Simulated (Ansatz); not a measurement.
Here is the system:

MgIn₂S₄:
```cif
data_In4Mg2S8
_chemical_formula_sum 'Mg2 In4 S8'
_space_group_name_H-M_alt 'P 1'
_space_group_IT_number 1
_cell_length_a 7.53888
_cell_length_b 7.53888
_cell_length_c 7.53888
_cell_angle_alpha 60.000
_cell_angle_beta 60.000
_cell_angle_gamma 60.000
loop_
_space_group_symop_operation_xyz
  'x, y, z'
loop_
_atom_site_label
_atom_site_type_symbol
_atom_site_fract_x
_atom_site_fract_y
_atom_site_fract_z
_atom_site_occupancy
Mg1 Mg 0.50000 0.50000 0.50000 1
Mg2 Mg 0.75000 0.75000 0.75000 1
In1 In 0.12500 0.12500 0.12500 1
In2 In 0.62500 0.12500 0.12500 1
In3 In 0.12500 0.12500 0.62500 1
In4 In 0.12500 0.62500 0.12500 1
S1 S 0.35367 0.88211 0.88211 1
S2 S 0.36789 0.36789 0.89633 1
S3 S 0.88211 0.35367 0.88211 1
S4 S 0.36789 0.36789 0.36789 1
S5 S 0.88211 0.88211 0.88211 1
S6 S 0.36789 0.89633 0.36789 1
S7 S 0.88211 0.88211 0.35367 1
S8 S 0.89633 0.36789 0.36789 1
```

This is the LDA-relaxed structure.

Question: All from plane-wave PAW LDA (Ansatz code), unless another level is named. Estimate the Debye temperature from the elastic constants.

Answer: 296 K.

Question: And the elastic constants (relaxed ions, GPa)?

Answer: C11 = 93.1, C12 = 65.6, C44 = 38.6.

Question: Next, the highest zone-centre frequency (without LO–TO term)?

Answer: 353 cm⁻¹.

Space group Fd-3m (spinel). The first step of the workflow began from a Materials Project structure, measured or hypothetical; the Crystallography Open Database files this formula in space group No. 227, but the cells were not matched. Whether it is the stable phase at ambient conditions was not checked. The cell was relaxed with LDA under the symmetry of its start; of distortions, only those at the zone centre were tested.

Potentials: the later of the program's two PAW sets.
